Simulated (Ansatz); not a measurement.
Here is the system:

Bi₂Mo:
```cif
data_Bi8Mo4
_chemical_formula_sum 'Mo4 Bi8'
_space_group_name_H-M_alt 'C2/m'
_space_group_IT_number 12
_space_group_name_Hall '-C 2y'
_cell_length_a 10.62474
_cell_length_b 3.67654
_cell_length_c 8.33236
_cell_angle_alpha 90.000
_cell_angle_beta 119.814
_cell_angle_gamma 90.000
loop_
_atom_site_label
_atom_site_type_symbol
_atom_site_symmetry_multiplicity
_atom_site_Wyckoff_symbol
_atom_site_fract_x
_atom_site_fract_y
_atom_site_fract_z
_atom_site_occupancy
Mo1 Mo 4 i 0.13904 0.00000 0.18429 1
Bi1 Bi 4 i 0.15814 0.00000 0.55193 1
Bi2 Bi 4 i 0.40493 0.00000 0.11466 1
```
(The calculation used a cell of 6 atoms; values per cell refer to that cell.)

This is the PBEsol-relaxed structure.

All from the program Ansatz at the PBEsol level (PAW), unless another level is named. Predict the density of states at the Fermi level.

0.65 states/eV per atom (mean over ±0.08 eV).

Next, the formation energy from the elements (no fitted shifts)?

0.32 eV/atom.

The start of the workflow was typed in or built on a structure type; neither database checked (COD, Materials Project) lists it. Whether it is the stable phase at ambient conditions was not checked. Symmetry was held in the PBEsol relaxation; whether a distortion lowers the energy is not shown. The run is not spin-polarised. The volume moved by -18 % from the start of the relaxation. Its formation energy is positive at this level, so the cell may be metastable or incomplete. The references are the lowest solids computed at this level, not always the standard phases. Spin–orbit coupling is left out wherever it is not named.

Potentials: the earlier of the program's two PAW sets. The files were generated under PBE; for other functionals the program regenerates the frozen cores, and for LDA and PBEsol the local potential too.
